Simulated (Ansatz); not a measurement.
Data:

SiGeC$_{2}$:
```cif
data_C2GeSi
_chemical_formula_sum 'Si1 C2 Ge1'
_space_group_name_H-M_alt 'P 1'
_space_group_IT_number 1
_cell_length_a 3.15602
_cell_length_b 3.15602
_cell_length_c 4.45312
_cell_angle_alpha 90.000
_cell_angle_beta 90.000
_cell_angle_gamma 90.000
loop_
_space_group_symop_operation_xyz
  'x, y, z'
loop_
_atom_site_label
_atom_site_type_symbol
_atom_site_fract_x
_atom_site_fract_y
_atom_site_fract_z
_atom_site_occupancy
Si1 Si 0.00000 0.00000 0.00000 1
C1 C 0.50000 0.00000 0.23635 1
Ge1 Ge 0.50000 0.50000 0.50000 1
C2 C 0.00000 0.50000 0.76365 1
```

This is the PBEsol-relaxed structure.

**Question.** All from plane-wave PAW PBEsol (Ansatz code), unless another level is named. Predict the highest zone-centre frequency (without LO–TO term).

**Answer.** 779 cm⁻¹.

**Question.** And the Poisson's ratio?

**Answer.** 0.18.

Space group P-4m2. The start of the workflow was typed in or built on a structure type; neither database checked (COD, Materials Project) lists it. Whether it is the stable phase at ambient conditions was not checked. The PBEsol relaxation kept the symmetry of its start; its stability against distortions is not shown here.

Potentials: the earlier of the program's two PAW sets. The files were generated under PBE; for other functionals the program regenerates the frozen cores, and for LDA and PBEsol the local potential too.
